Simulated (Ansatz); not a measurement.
# Frozen-phonon scan for HfO2 (baddeleyite type, space group P2_1/c)

Starting cell, HfO₂ (baddeleyite type, space group P2_1/c):

```yaml
crystal:
  lattice:
    - [5.16120, 0.00000, 0.00000]
    - [0.00000, 5.21182, 0.00000]
    - [-0.89809, 0.00000, 5.27640]
  atoms:
    - { symbol: Hf, position: [0.27574, 0.04289, 0.20837] }
    - { symbol: Hf, position: [0.72426, 0.54289, 0.29163] }
    - { symbol: Hf, position: [0.72426, 0.95711, 0.79163] }
    - { symbol: Hf, position: [0.27574, 0.45711, 0.70837] }
    - { symbol: O, position: [0.06715, 0.32865, 0.34844] }
    - { symbol: O, position: [0.93285, 0.82865, 0.15156] }
    - { symbol: O, position: [0.93285, 0.67135, 0.65156] }
    - { symbol: O, position: [0.06715, 0.17135, 0.84844] }
    - { symbol: O, position: [0.44917, 0.75721, 0.47664] }
    - { symbol: O, position: [0.55083, 0.25721, 0.02336] }
    - { symbol: O, position: [0.55083, 0.24279, 0.52336] }
    - { symbol: O, position: [0.44917, 0.74279, 0.97664] }
```

A phonon eigenvector at Γ is frozen into this cell: atom i moves by Q times the vector below, so Q is the largest atomic displacement, in Å. The cell is held.

| atom | x | y | z |
|---|---|---|---|
| Hf1 | 0.019 | -0.014 | -0.008 |
| Hf2 | 0.019 | 0.014 | -0.008 |
| Hf3 | -0.019 | 0.014 | 0.008 |
| Hf4 | -0.019 | -0.014 | 0.008 |
| O5 | -0.549 | 0.740 | 0.389 |
| O6 | -0.549 | -0.740 | 0.389 |
| O7 | 0.549 | -0.740 | -0.389 |
| O8 | 0.549 | 0.740 | -0.389 |
| O9 | -0.066 | -0.392 | -0.004 |
| O10 | -0.066 | 0.392 | -0.004 |
| O11 | 0.066 | 0.392 | 0.004 |
| O12 | 0.066 | -0.392 | 0.004 |

All values below come from PBE (plane waves to 420 eV, PAW, scalar-relativistic; Ansatz, an electronic-structure program). k mesh 5×5×5 (Γ-centred), Fermi-Dirac smearing 0.05 eV. Energies are smeared free energies. Stress and pressure are positive under compression. HfO2 is run without spin polarisation. HfO2 was relaxed with its symmetry unable to fall. Spin-orbit coupling is left out, though Hf is heavy. The zero of ΔE is the undisplaced structure.

```csv
Q (Å),ΔE (meV/cell),P (GPa),−dE/dQ from forces (eV/Å)
-0.100,758,2.01,15.314
-0.083,525,1.39,12.682
-0.067,335,0.89,10.096
-0.050,188,0.50,7.542
-0.033,83,0.22,5.013
-0.017,21,0.06,2.503
0.000,0,0.00,0.000
0.017,21,0.06,-2.503
0.033,83,0.22,-5.013
0.050,188,0.50,-7.542
0.067,335,0.89,-10.096
0.083,525,1.39,-12.682
0.100,758,2.01,-15.314
```

What the scan shows:

The energy at Q = 0.100 Å comes out as 758 meV/cell. Space group of the distorted cell: P-1 (No. 2), lowered from P2_1/c. Symmetry of the curve: even: the same for both signs. Shape of the curve: a single well with its minimum at or next to zero displacement. Harmonic wavenumber from the curvature (finite differences): 740 cm⁻¹. Wavenumber by perturbation theory (DFPT, on another k mesh): 740 cm⁻¹.

(A displaced cell: forces are minus the slopes of the energy, force constants its curvatures, and phonons follow from these.)
